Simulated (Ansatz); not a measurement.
**NMR crystallography of MgV₃CrS₈: given against relaxed positions**

Start: a Materials Project structure (computed, not necessarily an observed phase), taken as it stands.

```cif
data_MgV3CrS8
_symmetry_space_group_name_H-M 'Cm'
_symmetry_Int_Tables_number 8
_cell_length_a 12.0629
_cell_length_b 6.9577
_cell_length_c 7.0771
_cell_angle_alpha 90.000
_cell_angle_beta 124.678
_cell_angle_gamma 90.000
loop_
_atom_site_label
_atom_site_type_symbol
_atom_site_symmetry_multiplicity
_atom_site_Wyckoff_symbol
_atom_site_fract_x
_atom_site_fract_y
_atom_site_fract_z
Mg Mg 2 a 0.1291 0.0000 0.8861
V2 V 2 a 0.5167 0.0000 0.4896
V3 V 4 b 0.7367 0.2196 0.4894
Cr Cr 2 a 0.5051 0.0000 0.0136
S6 S 2 a 0.7479 0.0000 0.2529
S7 S 4 b 0.4853 0.2222 0.7325
S8 S 2 a 0.2660 0.0000 0.2974
S10 S 2 a 0.7514 0.0000 0.7531
S11 S 4 b 0.5031 0.2443 0.2528
S12 S 2 a 0.2629 0.0000 0.7327
```

One atom of each set is listed; the run and its k-mesh use a cell of 13 atoms with edges of 6.96, 6.96, 7.08 Å.

All values are calculated (Ansatz; DFT, PBE, plane waves and PAW, scalar-relativistic, collinear spin, 420 eV cutoff, Γ-centred 6×6×6 k-points, Fermi–Dirac smearing 0.05 eV), not measured. Start moments as typed (μB): 1 on each V, 4 on each Cr, none on the rest.

The largest force at the start is 0.18 eV/Å. Relaxing the ions at fixed cell moves them by 0.026 Å at most (atom 1, Mg) and 0.012 Å rms.

| site | moved (Å) | first shell before | first shell after | V_zz before (10²¹ V/m²) | η before |
| --- | --- | --- | --- | --- | --- |
| Mg | 0.026 | 4 S at 2.39–2.40 Å | 4 S at 2.38–2.40 Å | -0.44 | 0.04 |
| V2 | 0.002 | 6 S at 2.33–2.51 Å | 6 S at 2.33–2.51 Å | -1.40 | 0.23 |
| V3 | 0.002 | 6 S at 2.32–2.51 Å | 6 S at 2.32–2.51 Å | -1.39 | 0.28 |
| Cr | 0.017 | 6 S at 2.41–2.42 Å | 6 S at 2.41–2.42 Å | 0.32 | 0.07 |
| S6 | 0.006 | 2 V at 2.33 Å, 1 Cr at 2.41 Å | 2 V at 2.32 Å, 1 Cr at 2.41 Å | -3.90 | 0.79 |
| S7 | 0.011 | 1 Mg at 2.40 Å, 1 Cr at 2.42 Å, 2 V at 2.50 Å | 1 Mg at 2.40 Å, 1 Cr at 2.42 Å, 2 V at 2.50 Å | -2.32 | 0.62 |
| S8 | 0.015 | 1 Mg at 2.39 Å, 3 V at 2.51 Å | 1 Mg at 2.38 Å, 3 V at 2.51 Å | -2.83 | 0.01 |
| S10 | 0.015 | 3 V at 2.34 Å | 3 V at 2.33 Å | -3.17 | 0.00 |
| S11 | 0.004 | 2 V at 2.32–2.33 Å, 1 Cr at 2.41 Å | 2 V at 2.32–2.33 Å, 1 Cr at 2.42 Å | -3.93 | 0.78 |
| S12 | 0.007 | 1 Mg at 2.40 Å, 1 Cr at 2.42 Å, 2 V at 2.50 Å | 1 Mg at 2.40 Å, 1 Cr at 2.42 Å, 2 V at 2.50 Å | -2.33 | 0.60 |

**Question.** How do the gradients change?

**Answer.** 

```tsv
site	V_zz after	η after	change of V_zz
Mg	-0.58	0.02	-0.14
V2	-1.47	0.34	-0.07
V3	-1.45	0.36	-0.06
Cr	0.32	0.21	0.00
S6	-3.93	0.76	-0.03
S7	-2.26	0.59	+0.06
S8	-2.92	0.01	-0.09
S10	-3.29	0.01	-0.12
S11	-3.94	0.78	-0.01
S12	-2.26	0.57	+0.07
```

The largest change of V_zz is on Mg, from -0.44 to -0.58. In per cent, |V_zz| changes by -3 to +4 on S (all sites that start above 2).

With no gap above 0.1 eV, as in a metal, the gradients converge slowly in k; expect changes of a tenth or more on a denser mesh. Semilocal functionals can leave a metal where correlation in the d or f shell opens a gap in the real compound, and that would change the values at and beside Cr and V. All moments are parallel here, as the start or the cell imposes; many such compounds order antiparallel, where fields and spin densities carried over to other atoms largely cancel. The magnetic order is the one that the run reached from its start moments, not necessarily the measured one.
